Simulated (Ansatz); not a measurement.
Work and stress of cleavage in Si2W3

Theory: Ansatz 0.2.0, DFT PBE, scalar-relativistic, plane waves, PAW. Settings: plane waves to 420 eV, k-mesh 6×12×3 (Γ-centred), Gaussian smearing 0.15 eV. Spin–orbit coupling is left out, which can shift energies with elements as heavy as these. No spin polarisation. Energies are free energies at this smearing, counted from the undisturbed cell; pressure is positive in compression.

Zero of the scan (relaxed at this level; it needn't be the usual structure):

```
CELL_PARAMETERS angstrom
0.00000 -6.63003 0.00000
0.00000 0.00000 -3.31232
13.26007 0.00000 0.00000
ATOMIC_POSITIONS crystal
Si 0.36577 0.00000 0.69212
Si 0.36577 0.00000 0.19212
Si 0.63423 0.00000 0.05788
Si 0.63423 0.00000 0.55788
Si 0.13423 0.00000 0.94212
Si 0.13423 0.00000 0.44212
Si 0.86577 0.00000 0.80788
Si 0.86577 0.00000 0.30788
W 0.50000 0.00000 0.87500
W 0.50000 0.00000 0.37500
W 0.00000 0.00000 0.12500
W 0.00000 0.00000 0.62500
W 0.84049 0.50000 0.95476
W 0.84049 0.50000 0.45476
W 0.15951 0.50000 0.79524
W 0.15951 0.50000 0.29524
W 0.65951 0.50000 0.70476
W 0.65951 0.50000 0.20476
W 0.34049 0.50000 0.04524
W 0.34049 0.50000 0.54524
```

The cut lies on the cell's a–b face, a (1 0 0) plane (indices in the standard cell, whose axes needn't be the Cartesian ones shown) of area 21.96 Å², between layers 1.20 Å apart. Vector c is lengthened by d along the normal with the atoms' Cartesian places fixed: one unrelaxed cut a cell. The traction is positive where the two halves pull on each other.

```
d (Å) energy (J/m²) traction (GPa)
-0.30           0.81           -64.3
 0.00           0.00             0.2
 0.25           0.32            22.2
 0.50           0.99            30.0
 1.00           2.52            29.1
 1.50           3.78            20.3
 2.00           4.55            11.2
 3.00           5.14             2.4
 6.00           5.28             0.0
```

Task: What are the work of separation and the cleavage stress, and do they fit the universal binding curve?

Result: The energy levels off near W ≈ 5.28 J/m² (the traction is down to 0.0 GPa), the energy of the two unrelaxed faces, 2.64 J/m² each on average. The largest sampled traction is 30.0 GPa at d = 0.50 Å, and a parabola through it and its two neighbours peaks at σ_max ≈ 32.4 GPa, d ≈ 0.73 Å. The curve E = W[1 − (1 + d/ℓ)exp(−d/ℓ)] peaks in traction at d = ℓ with σ_max = W/(eℓ); with 1 J/m² per Å = 10 GPa this W and σ_max give ℓ = 0.60 Å. A parabola through that curve at the same three d peaks at 0.67 Å, against 0.73 Å here, a fair fit. Real crystals break at far lower stress, because cracks concentrate it, and on the plane of lowest W, which needn't be this one.

The cut is rigid; relaxing the faces lowers these energies and usually the stresses.

In a metal these slopes depend on the k mesh and the smearing.

Cost: 9 runs of about 34 core-minutes in all, on Intel Xeon Processor @ 2.70GHz (shared hosts).